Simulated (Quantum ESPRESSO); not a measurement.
Empty bands for a GW run on AlN (zinc blende, space group F-43m, No. 216): 79 bands on a 6×6×6 mesh, LDA, PseudoDojo standard norm-conserving files, scalar-relativistic, Quantum ESPRESSO. The input, in which only the diagonalization keyword changes:

```
&CONTROL
  calculation = 'nscf'
  pseudo_dir = './pseudo'
  outdir = './out'
/
&SYSTEM
  ibrav = 0
  nat = 2
  ntyp = 2
  ecutwfc = 84.0
  ecutrho = 336.0
  occupations = 'fixed'
  force_symmorphic = .true.
  nbnd = 79
/
&ELECTRONS
  conv_thr = 2e-09
  diago_full_acc = .true.
  diago_thr_init = 1e-08
  diagonalization = 'david'
/
ATOMIC_SPECIES
N 14.0070 N.upf
Al 26.9815 Al.upf
CELL_PARAMETERS angstrom
  0.000000000000   2.166603003000   2.166603003000
  2.166603003000   0.000000000000   2.166603003000
  2.166603003000   2.166603003000   0.000000000000
ATOMIC_POSITIONS crystal
N   0.250000000000   0.250000000000   0.250000000000
Al   0.000000000000   0.000000000000   0.000000000000
K_POINTS automatic
6 6 6 0 0 0
```

| diagonalization | mean iterations per k point | rough time | largest change of an eigenvalue (eV) |
|---|---|---|---|
| david | 20 | 1 | – |
| cg | 37 | about 2× | 1e-06 |
| paro | 14 | within a factor of two | 3e-08 |

An iteration means different work in each solver, so the counts don't rank them. Times are rough ratios from shared machines.

Geometry relaxed with LDA.
